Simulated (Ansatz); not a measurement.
Cu:
```
Cu
1.0
    0.00000     1.75898     1.75898
    1.75898     0.00000     1.75898
    1.75898     1.75898     0.00000
Cu
1
Direct
  0.00000   0.00000   0.00000
```

Relaxed with LDA. Special points in fractions of this cell's reciprocal vectors: Γ (0.000, 0.000, 0.000); X (0.500, 0.000, 0.500); U (0.625, 0.250, 0.625); K (0.375, 0.375, 0.750); L (0.500, 0.500, 0.500); W (0.500, 0.250, 0.750).

Q: List the band energies nearest the Fermi level at these points for LDA in the plane-wave PAW code Ansatz.

A: In eV from the Fermi level; about four levels below and three above (degenerate sets whole), none deeper than 8.9 eV; … stands for higher levels left out; points with the same levels are listed once.

```csv
k,below,above
Γ,-3.29 -3.29 -3.29 -2.32 -2.32,…
X,-4.88 -1.69 -1.51 -1.51,1.40 …
U,-4.48 -3.00 -2.17 -1.74,4.53 …
L,-3.32 -3.32 -1.67 -1.67 -1.25,…
W,-3.87 -3.87 -2.38 -1.51,…
```

Space group Fm-3m (fcc (Cu type)). The cell was relaxed with LDA under the symmetry of its start. No spin polarisation was allowed.

Potentials: the earlier of the program's two PAW sets.
